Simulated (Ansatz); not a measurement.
RbCaH$_{3}$: energy along a strain

RbCaH$_{3}$, Pm-3m, a = 4.547 Å (as given, not relaxed at this level: -2.4 GPa). The structure is a COD entry; whether it is the stable form wasn't checked. Ansatz: LDA, PAW, 420 eV, Γ-centred 6×6×6 mesh on 5 atoms, Gaussian smearing 0.05 eV; no spin polarisation. Cell vectors (Å): 4.547 0.000 0.000; 0.000 4.547 0.000; 0.000 0.000 4.547. The cell is strained by x per cent times the pattern (0 0 0 1 0 0) in the order xx yy zz yz xz xy (engineering shears), with fractional coordinates held. y is the free energy over the start, V0 = 18.802 Å³/atom. Symmetry makes y even in x.

```
x (%) y (meV/atom)
-6.00          3.35
-3.00          0.83
 0.00          0.00
 0.75             ?
 1.50          0.21
 2.25          0.47
 3.75          1.30
 4.50          1.88
 5.25          2.56
```

Task: Fit y = c2 x² + c4 x⁴ to the other rows, get the stiffness along the pattern, and predict the missing energy.

Result: Least squares on the rows shown. y = 0.09229 x² + 2.135×10⁻⁵ x⁴. The clamped-ion stiffness p·C·p = 2 × 0.9229 eV × 160.2 / 18.802 Å³ = 15.7 GPa, which is C44 in these axes (second derivative at the start, which stands under stress). At x = 0.75 the fit asked for gives 0.05 meV/atom. The run gave 0.05 meV/atom, the same to the digits shown.